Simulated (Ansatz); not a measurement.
BeF₂:
```xyz
9
Lattice="4.6816 0.0000 0.0000 -2.3408 4.0544 0.0000 0.0000 0.0000 5.1404" Properties=species:S:1:pos:R:3 pbc="T T T"
Be     2.1679     0.0000     1.7135
Be    -1.0839     1.8774     3.4270
Be     1.2569     2.1769     0.0000
F      1.2794     1.1301     1.1444
F      3.0632     0.5429     2.8579
F      2.6798     2.3814     4.5714
F      0.3390     1.6730     3.9960
F     -1.0614     2.9243     2.2825
F      0.7224     3.5115     0.5691
```

Relaxed with r²SCAN.

Problem. Give the Bader charges and basin volumes of the independent atoms, plane-wave PAW r²SCAN (Ansatz code).

Solution. 

```tsv
atom	Bader charge (e)	Bader volume (Å³)
Be1	+1.79	1.3
F4	-0.90	15.6
```

Space group P3_121. The first step of the workflow began from a Materials Project structure, measured or hypothetical; the Crystallography Open Database files this formula in space group No. 152, but the cells were not matched. Whether it is the stable phase at ambient conditions was not checked. The cell was relaxed with r²SCAN under the symmetry of its start; its stability against distortions is not shown here.

Potentials: the earlier of the program's two PAW sets. The files were generated under PBE; for other functionals the program regenerates the frozen cores, and for LDA and PBEsol the local potential too.
